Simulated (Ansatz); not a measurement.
Si2Mo:
Space group I4/mmm (No. 139); a = b = 3.1903 Å, c = 7.8213 Å, α = β = γ = 90.00°

```json
[
 {"atom": "Si", "site": "4e", "symmetry": "4mm", "x": "0.0000", "y": "0.0000", "z": "0.3351"},
 {"atom": "Mo", "site": "2a", "symmetry": "4/mmm", "x": "0.0000", "y": "0.0000", "z": "0.0000"}
]
```
(The calculation used a cell of 3 atoms; values per cell refer to that cell.)

Relaxed at zero pressure with PBEsol (plane waves, PAW; program Ansatz).

Problem. The volume is raised by 6 % and shape and atoms relax at that volume. What pressure results, and how do the axes share the change?

Solution. -11.2 GPa; a 2.1 %, b 2.1 %, c 1.7 %; the energy rises by 29 meV/atom.

Problem. Give the new structure.

Solution. 
Space group I4/mmm (No. 139); a = b = 3.257 Å, c = 7.955 Å, α = β = γ = 90.00°

```tsv
atom	site	symmetry	x	y	z
Si	4e	4mm	0.0000	0.0000	0.3360
Mo	2a	4/mmm	0.0000	0.0000	0.0000
```

The phase is kept; no other phase was compared at this pressure.

The cell was relaxed with PBEsol under the symmetry of its start. The run is not spin-polarised.

Potentials: the earlier of the program's two PAW sets. The files were generated under PBE; for other functionals the program regenerates the frozen cores, and for LDA and PBEsol the local potential too.
